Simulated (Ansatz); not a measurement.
Al (P6_3/mmc), an elastic constant from a strain scan

These are results of DFT PBEsol, scalar-relativistic, plane waves, PAW (Ansatz), not measurements. Settings: plane waves to 420 eV, k-mesh 24×24×14 (Γ-centred), Gaussian smearing 0.15 eV. No spin polarisation. Energies are free energies at this smearing, counted from the undisturbed cell; pressure is positive in compression.

Reference structure (relaxed at this level; this form isn't the usual structure):

```
Al
1.0
     2.85007    0.00000    0.00000
    -1.42503    2.46823    0.00000
     0.00000    0.00000    4.63732
Al
2
Direct
  0.66667 0.33333 0.75000
  0.33333 0.66667 0.25000
```

The cell is strained by ε times the Voigt pattern (0, 0, 0, 0, 0, 1) (xx, yy, zz, yz, xz, xy; engineering shear) with fractional coordinates fixed. The cell holds 2 atoms in V0 = 32.62 Å³. The stress column is τ = (1/V0) dE/dε, got from the stress tensor σ (compression positive) at each point as −det(1 + εP) σ : P(1 + εP)⁻¹, with P the pattern as a tensor.

| ε | ΔE (meV/atom) | τ (GPa) |
| --- | --- | --- |
| -0.1312 | 26.621 | -4.188 |
| -0.1125 | 19.253 | -3.556 |
| -0.0937 | 13.042 | -2.924 |
| -0.0750 | 8.134 | -2.234 |
| -0.0562 | 4.472 | -1.599 |
| -0.0375 | 2.003 | -1.009 |
| -0.0187 | 0.536 | -0.537 |
| 0.0000 | 0.000 | 0.000 |
| 0.0187 | 0.536 | 0.537 |
| 0.0375 | 2.003 | 1.009 |
| 0.0562 | 4.472 | 1.599 |
| 0.0750 | 8.134 | 2.234 |
| 0.0937 | 13.042 | 2.924 |
| 0.1125 | 19.253 | 3.556 |
| 0.1312 | 26.621 | 4.188 |
| 0.1500 | ? | ? |

Q: Which combination of elastic constants does this scan measure, and how large is it?

A: For small ε, τ = τ0 + Kε with K = pᵀCp, which for this pattern is C66 in the Cartesian frame shown. The parabola through τ at ε = -0.0187, 0 and 0.0187 has slope K = 28.7 GPa at zero. The energies per cell, E = NΔE, of the same two points give K = 2[E(ε₊)/ε₊ − E(ε₋)/ε₋]/[(ε₊ − ε₋)V0] = 30.1 GPa, in agreement. These are clamped-ion values. The start is under stress, which shifts K from the elastic constant by about the size of that stress.

Q: Predict the withheld row at ε = 0.1500 from the harmonic law, and compare.

A: ΔE = V0(τ0 ε + Kε²/2)/N = 32.865 meV/atom and τ = 4.30 GPa. The calculation gives 35.264 meV/atom and 4.86 GPa: the energy lies 7 % above the harmonic value.

Forces appear on the atoms along this scan, and letting them relax would lower the energy and soften the response. In a metal these slopes depend on the k mesh and the smearing.

Cost: 9 runs of about 4.1 core-minutes in all, on Arm Neoverse V2 (shared hosts).